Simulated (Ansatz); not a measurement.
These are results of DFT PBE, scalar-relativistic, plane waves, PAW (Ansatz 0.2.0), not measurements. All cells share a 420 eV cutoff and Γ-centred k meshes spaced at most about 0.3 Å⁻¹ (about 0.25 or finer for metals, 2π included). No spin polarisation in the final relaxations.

Temperature and zero-point effects are left out. All come from trial cells, and lower structures may exist.

Question: These unrelaxed guesses for MoH4 are each relaxed within their symmetry. Order them by the energy at which they end, lowest first.
1.

```
CELL_PARAMETERS angstrom
3.83100 0.00000 0.00000
0.00000 3.83100 0.00000
0.00000 0.00000 5.41785
ATOMIC_POSITIONS crystal
H 0.50000 0.00000 0.25000
H 0.00000 0.50000 0.75000
H 0.50000 0.00000 0.75000
H 0.00000 0.50000 0.25000
Mo 0.00000 0.00000 0.00000
```

2.

```
CELL_PARAMETERS angstrom
2.96962 0.00000 0.00000
-1.48481 2.57177 0.00000
0.00000 0.00000 6.41438
ATOMIC_POSITIONS crystal
H 0.33333 0.66667 0.25000
H 0.33333 0.66667 0.75000
H 0.66667 0.33333 0.25000
H 0.66667 0.33333 0.75000
Mo 0.00000 0.00000 0.00000
```

Answer: 1 (ends in P4/mmm, 0 meV/atom), 2 (ends in P6/mmm, 100 meV/atom). Even the lowest end lies +0.26 eV/atom against the elements.

Weakly bound directions are ill-defined at this level, which has no dispersion term (P4/mmm), and this can change margins and order among such cells. With hydrogen, zero-point motion can shift such differences by 10 meV/atom or more. Cells relaxed within their symmetry can be saddle points. Some structure types and database cells were kept out of the candidates from the start, so a known form may be missing.
